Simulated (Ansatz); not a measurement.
Input file for Ansatz (a program for electronic structure):

Ansatz 0.2 input:
```yaml
crystal:
  lattice:
    - [-2.6670744615, 2.6670744615, 5.3230733155]
    - [2.6670744615, -2.6670744615, 5.3230733155]
    - [2.6670744615, 2.6670744615, -5.3230733155]
  atoms:
    - { symbol: Be, position: [0.25, 0.75, 0.5] }
    - { symbol: Be, position: [0.5, 0.5, 0.0] }
    - { symbol: Si, position: [0.75, 0.25, 0.5] }
    - { symbol: Si, position: [0.0, 0.0, 0.0] }
    - { symbol: As, position: [0.375, 0.8580739793, 0.9830739793] }
    - { symbol: As, position: [0.1419260207, 0.125, 0.5169260207] }
    - { symbol: As, position: [0.875, 0.3919260207, 0.0169260207] }
    - { symbol: As, position: [0.6080739793, 0.625, 0.4830739793] }
kpoints:
  mp_grid: { grid: [7, 7, 7] }
hamiltonian:
  xc: r2scan
  pseudopotentials: { kind: paw }
scf:
  occupations: { method: fixed }
checkpoint: { read: static.run }
output: { write_density: true, elf: true, volumetric_format: npy }
basis: { fft_grid_basis: typed }
```

Output (shortened):

```
Pseudopotential: Be, paw, valence charge 2
Pseudopotential: Si, paw, valence charge 4
Pseudopotential: As, paw, valence charge 15
Functional definition: r2SCAN
Crystal: 8 atoms, lattice volume = 151.458 Å³
Basis set: ecut = 500 eV, 3827 PW (Γ), exchange–correlation on 192×192×192 points (64 copies of the dense FFT grid, shifted against one another)
Bands: 44, of which v1, the nominal top of the filled ones, is band 36 counted from 1 (35 counted from 0)
Symmetry: 8 space group operations
Space group: I-42d (ITA 122), of the structure as read, at distance tolerance 5.3e-5 Å
k-points: 40 of 343 (time reversal used)
Stability of the state it starts from, as read at its close in the unpolarized treatment …
iter 1 solved again at ethr=2.12e-7 eV; its pass at ethr=3.10e-3 eV (dr2=1.53e-4 eV) is discarded
SCF iter   1: F=—  HF=-20925.500592 eV  |F-HF|=—  |Δ(HF+E_count)|=         —  Δρ=8.78e-7  dr2=5.95e-10  dr2_τ=2.37e-11  ethr=2.12e-7  ⟨swp⟩=3.4  Hψ=10055  notcnv=0  defer=238
preconditioner: auto → Resta (q_TF=auto, 2.410 Å⁻¹)
SCF iter   2: F=—  HF=-20925.500582 eV  |F-HF|=—  |Δ(HF+E_count)|=   9.74e-6  Δρ=3.84e-7  dr2=1.87e-10  dr2_τ=1.38e-11  ethr=1.00e-12  ⟨swp⟩=12.1  Hψ=8895  notcnv=0
SCF iter   3: F=-20925.500582 eV  HF=-20925.500582 eV  |F-HF|=3.64e-11  |Δ(HF+E_count)|=  8.37e-11  Δρ=2.67e-7  dr2=8.90e-11  dr2_τ=2.42e-12  ethr=1.00e-12  ⟨swp⟩=1.0  Hψ=3582  notcnv=0
SCF 1 converged in 3 iterations: F = -20925.500582 eV  dr2 = 8.90e-11
SCF converged after 3 iterations
Free energy (F): -20925.500582 eV
Harris-Foulkes:  -20925.500582 eV  (|F-HF|=3.64e-11)
Internal energy: -20925.500582 eV  (E = F + TS)
E sigma→0 (E₀):  -20925.500582 eV
Fermi energy:    7.715196 eV
--- Per-component energies (eV) ---
  E_band       = -1055.649775
  E_kinetic    = 535.013690
  E_local      = -7875.038531  (includes V_loc(G=0)·N_el)
  E_nonlocal   = -2621.745448
  E_hartree    = 4247.669926
  E_xc         = -438.340613
  E_vxc        = -482.473241  (∫ρ·V_xc dr)
  E_paw        = -8552.975652  (= ΣΔE_a)
  E_vpaw       = 869.973625  (= ΣTr[D̂ρ^β])
  E_aug_tail   = -0.000010  (compensation charges beyond the density's cutoff)
  E_vtau       = 23.280312  (kinetic-family band-sum trace: ∫τ·v_τ [+ j·A + Jᵃ·Aᵃ] dr)
  E_ewald      = -6214.077393
  E_core_change = -6.006551  (= ΣΔE_core)
  E_smearing   =  0.000000  (= −TS)
  E_closure    =  0.000000  (closes the sum)
  Σ components = -20925.500582   (vs F -20925.500582, Δ=0.00e0)
  [band-id]    e_kinetic+e_local+e_nonlocal+2·e_hartree+e_vxc+e_vpaw+e_augmentation_tail+e_vtau = -1055.649752   (vs E_band -1055.649775, Δ=2.29e-5)
--- Band table (eV; the first three rows and the last of 40) ---
  k-point 0: bands = ["-28.0600", "-28.0580", "-28.0558", "-28.0558", "-28.0505", "-28.0499", "-28.0499", "-28.0499", "-27.9799", "-27.9782", "-27.9779", "-27.9779", "-27.9533", "-27.9528", "-27.9500", "-27.9500", "-27.9366", "-27.9365", "-27.9365", …
  k-point 1: bands = ["-28.0596", "-28.0578", "-28.0560", "-28.0560", "-28.0505", "-28.0501", "-28.0499", "-28.0498", "-27.9797", "-27.9782", "-27.9780", "-27.9779", "-27.9530", "-27.9525", "-27.9502", "-27.9502", "-27.9367", "-27.9367", "-27.9365", …
  k-point 2: bands = ["-28.0587", "-28.0576", "-28.0566", "-28.0564", "-28.0505", "-28.0503", "-28.0499", "-28.0498", "-27.9792", "-27.9783", "-27.9782", "-27.9781", "-27.9524", "-27.9519", "-27.9508", "-27.9508", "-27.9369", "-27.9367", "-27.9364", …
  k-point 39: bands = ["-28.0591", "-28.0591", "-28.0557", "-28.0556", "-28.0503", "-28.0502", "-28.0500", "-28.0499", "-27.9790", "-27.9790", "-27.9780", "-27.9779", "-27.9531", "-27.9530", "-27.9500", "-27.9500", "-27.9367", "-27.9366", "-27.9364", …
```

Cost: roughly 40 core-seconds on shared cores.

The first step of the workflow began from a Materials Project structure, measured or hypothetical; the Crystallography Open Database copy checked does not list it. Its standing as an ambient phase is unchecked. The r²SCAN relaxation kept the symmetry of its start; whether a distortion lowers the energy is not shown. Spin–orbit coupling is left out wherever it is not named.

Potentials: the later of the program's two PAW sets.

Ansatz is a plane-wave DFT program.
